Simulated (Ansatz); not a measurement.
Data:

SrAlO2F:
```cif
data_AlFO2Sr
_chemical_formula_sum 'Sr1 Al1 O2 F1'
_space_group_name_H-M_alt 'P 1'
_space_group_IT_number 1
_cell_length_a 3.77584
_cell_length_b 3.77584
_cell_length_c 3.81236
_cell_angle_alpha 90.000
_cell_angle_beta 90.000
_cell_angle_gamma 90.000
loop_
_space_group_symop_operation_xyz
  'x, y, z'
loop_
_atom_site_label
_atom_site_type_symbol
_atom_site_fract_x
_atom_site_fract_y
_atom_site_fract_z
_atom_site_occupancy
Sr1 Sr 0.50000 0.50000 0.50000 1
Al1 Al 0.00000 0.00000 0.00000 1
O1 O 0.50000 0.00000 0.00000 1
O2 O 0.00000 0.50000 0.00000 1
F1 F 0.00000 0.00000 0.50000 1
```

This is the PBEsol-relaxed structure.

### Question
All from PBEsol (plane waves, PAW; program Ansatz), unless another level is named. Estimate the electronic dielectric constant ε∞ (DFPT).

### Answer
3.30 (xx = yy), 3.52 (zz).

### Question
Give the Born charges (a third of the trace).

### Answer
Sr +2.58, Al +2.98, O -2.08, F -1.41 e.

### Question
What about the static dielectric constant ε0 (ions relaxed, cell fixed)?

### Answer
13.0 (xx = yy), 25.7 (zz).

Space group P4/mmm. The start of the workflow was typed in or built on a structure type; neither database checked (COD, Materials Project) lists it. Its standing as an ambient phase is unchecked. Symmetry was held in the PBEsol relaxation; whether a distortion lowers the energy is not shown. Scalar-relativistic: spin–orbit coupling is off unless named, which matters more the heavier the elements.

Potentials: the earlier of the program's two PAW sets. The files were generated under PBE; for other functionals the program regenerates the frozen cores, and for LDA and PBEsol the local potential too.
